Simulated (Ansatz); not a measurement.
Relaxed-ion elastic tensor of Ga (body-centred tetragonal, I4/mmm) in GPa (Voigt order), PBEsol in the plane-wave PAW code Ansatz; density 6.53 g/cm³, 17.73 Å³ per atom.

```
87.7  42.3  52.5   0.0   0.0   0.0
42.3  87.7  52.5   0.0   0.0   0.0
52.5  52.5  68.4   0.0   0.0   0.0
 0.0   0.0   0.0   3.6   0.0   0.0
 0.0   0.0   0.0   0.0   3.6   0.0
 0.0   0.0   0.0   0.0   0.0  14.1
```

**Question.** Is the crystal mechanically stable?

**Answer.** Yes: the smallest eigenvalue of C is 3.6 GPa.

**Question.** Work out the Voigt, Reuss and Hill averages.

**Answer.** K_V = 59.8, K_R = 59.5, K_H = 59.7; G_V = 10.7, G_R = 6.4, G_H = 8.5 GPa.

**Question.** Give Young's modulus, Poisson's ratio, Pugh's ratio and the universal anisotropy index.

**Answer.** E = 9KG/(3K + G) = 24.4 GPa; ν = 0.43; K/G = 6.99 (ductile by the Pugh limit of 1.75); A_U = 5G_V/G_R + K_V/K_R − 6 = 3.35.

**Question.** Estimate the sound speeds and the Debye temperature.

**Answer.** v_l = √((K + 4G/3)/ρ) = 3300 m/s, v_t = √(G/ρ) = 1140 m/s, mean 1300 m/s; Θ = (h/k)(3n/4πV)^(1/3) v_m = 148 K.

**Question.** Solve the Christoffel equation for the three sound speeds along x, y, z.

**Answer.** Eigenvalues of C_ijkl n_j n_l equal ρv². In km/s, slowest first: x 0.74, 1.47, 3.66; y 0.74, 1.47, 3.66; z 0.74, 0.74, 3.24.

**Question.** How much does each axis shrink under pressure?

**Answer.** Linear compressibilities β_i = Σ_j S_ij (j = 1 to 3): x 4.7, y 4.7, z 7.4 per TPa.

The first step of the workflow began from a Materials Project structure, measured or hypothetical; the Crystallography Open Database copy checked does not list it. It is not the phase usual at ambient conditions (space group No. 64). The PBEsol relaxation kept the symmetry of its start; whether a distortion lowers the energy is not shown. As this level gives no gap, shear constants depend on the k-mesh and smearing (Fermi–Dirac, 0.1 eV here).

Potentials: the earlier of the program's two PAW sets. The files were generated under PBE; for other functionals the program regenerates the frozen cores, and for LDA and PBEsol the local potential too.
